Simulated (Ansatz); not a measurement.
## Property card for P

P:
```xyz
4
Lattice="-3.0125 3.0125 3.0125 3.0125 -3.0125 3.0125 3.0125 3.0125 -3.0125" Properties=species:S:1:pos:R:3 pbc="T T T"
P      2.2594     0.7531    -0.7531
P      0.7531    -0.7531     2.2594
P     -0.7531     2.2594     0.7531
P      0.7531     0.7531     0.7531
```

Space group I4_132 (No. 214); conventional cell a = b = c = 6.025 Å, α = β = γ = 90.00°.

Method: PBEsol in the plane-wave PAW code Ansatz. The cell and atoms are relaxed at this level. Other levels are named where they apply.

**Cell and energy**

* **Volume per atom**: 27.34 Å³
* **Density**: 1.88 g/cm³

**Electronic structure**

Electronic character: metallic (no gap)
Density of states at the Fermi level: 0.69 states/eV per atom (mean over ±0.08 eV)

**Mechanics**

- Bulk modulus (Birch–Murnaghan fit) = 42.6 GPa
- Pressure derivative B′ = 8.0
- Elastic constants (relaxed ions, GPa) = C11 = 44.1, C12 = 41.9, C44 = 8.6
- Mechanical stability = stable (all eigenvalues of C positive)
- Hill bulk and shear moduli = 42.6 and 4.0 GPa
- Young's modulus = 11.5 GPa
- Poisson's ratio = 0.45
- Debye temperature from the elastic constants = 164 K

**Phonons**

- Highest zone-centre frequency: 471 cm⁻¹
- Zone-centre stability: unstable, softest mode 199i cm⁻¹

The start of the workflow was typed in or built on a structure type; neither database checked (COD, Materials Project) lists it. It is not the phase usual at ambient conditions (space group No. 64). Symmetry was held in the PBEsol relaxation. The volume moved by 30 % from the start of the relaxation. As this level gives no gap, shear constants depend on the k-mesh and smearing (Fermi–Dirac, 0.1 eV here). As this level gives no gap, phonon frequencies hold no LO–TO term and depend on the k-mesh and smearing (Fermi–Dirac, 0.1 eV here). On the denser mesh and wider smearing of the elastic run this cell carries a stress of 0.4 GPa.

Potentials: the earlier of the program's two PAW sets. The files were generated under PBE; for other functionals the program regenerates the frozen cores, and for LDA and PBEsol the local potential too.
